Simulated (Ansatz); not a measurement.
Space group Fd-3m:1 (No. 227). a = 6.770 Å, b = 6.770 Å, c = 6.770 Å, α = 90.00°, β = 90.00°, γ = 90.00°
```
atom site symmetry x y z
  Hf    8a      -43m  0.5000  0.0000  0.5000
  Co   16d      .-3m  0.1250  0.6250  0.1250
```

Equation of state of this HfCo2 structure (not necessarily the ground state), with shape and atoms relaxed at each volume where symmetry leaves them free. It has no gap at any of these volumes. Level of theory: DFT PBEsol, scalar-relativistic, plane waves, PAW in Ansatz.

Plane waves to 420 eV, a k mesh through Γ of 10×10×10 on the computed 6-atom cell and Gaussian smearing (0.10 eV); collinear spin.

```json
{"V (Å³/atom)": "11.378", "E − E(largest V) (meV/atom)": "94.32", "P (GPa)": "36.65"}
{"V (Å³/atom)": "11.766", "E − E(largest V) (meV/atom)": "20.11", "P (GPa)": "25.14"}
{"V (Å³/atom)": "12.154", "E − E(largest V) (meV/atom)": "-28.37", "P (GPa)": "15.35"}
{"V (Å³/atom)": "12.541", "E − E(largest V) (meV/atom)": "-54.95", "P (GPa)": "7.01"}
{"V (Å³/atom)": "12.929", "E − E(largest V) (meV/atom)": "-62.91", "P (GPa)": "0.01"}
{"V (Å³/atom)": "13.317", "E − E(largest V) (meV/atom)": "-57.09", "P (GPa)": "-4.83"}
{"V (Å³/atom)": "13.705", "E − E(largest V) (meV/atom)": "-39.32", "P (GPa)": "-9.52"}
{"V (Å³/atom)": "14.222", "E − E(largest V) (meV/atom)": "0.00", "P (GPa)": "-14.75"}
```

Question: Fit a third-order Birch–Murnaghan equation to E(V).

Answer: V0 = 12.95 Å³/atom, B0 = 199 GPa, B0' = 5.6.

Spin-orbit coupling is left out, which matters for the bands of heavy elements.